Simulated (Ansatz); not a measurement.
MgO:
```yaml
crystal:
  lattice:
    - [5.51039, 0.00000, 0.00000]
    - [0.00000, 5.51039, 0.00000]
    - [0.00000, 0.00000, 3.27622]
  atoms:
    - { symbol: Mg, position: [0.32052, 0.67948, 0.00000] }
    - { symbol: Mg, position: [0.67948, 0.32052, 0.00000] }
    - { symbol: Mg, position: [0.82052, 0.82052, 0.50000] }
    - { symbol: Mg, position: [0.17948, 0.17948, 0.50000] }
    - { symbol: O, position: [0.31659, 0.31659, 0.00000] }
    - { symbol: O, position: [0.68341, 0.68341, 0.00000] }
    - { symbol: O, position: [0.18341, 0.81659, 0.50000] }
    - { symbol: O, position: [0.81659, 0.18341, 0.50000] }
```

Tensor components refer to the Cartesian frame of this cell.

Q: Give the high-frequency dielectric tensor and the Born effective charge tensors of the independent atoms from DFPT, PBEsol in the plane-wave PAW code Ansatz.

A: 
ε∞:
```
3.01  0.00  0.00
0.00  3.01  0.00
0.00  0.00  2.96
```
Z* of atom 1 (Mg), rows: field, columns: displacement, in e:
```
 1.81  -0.09   0.00
-0.09   1.81   0.00
 0.00   0.00   1.78
```
Z* of atom 5 (O), rows: field, columns: displacement, in e:
```
-1.81  -0.11   0.00
-0.11  -1.81   0.00
 0.00   0.00  -1.78
```

Space group P4_2/mnm. The start of the workflow was typed in or built on a structure type; neither database checked (COD, Materials Project) lists it. It is not the phase usual at ambient conditions (space group No. 225). The PBEsol relaxation kept the symmetry of its start; whether a distortion lowers the energy is not shown.

Potentials: the later of the program's two PAW sets.
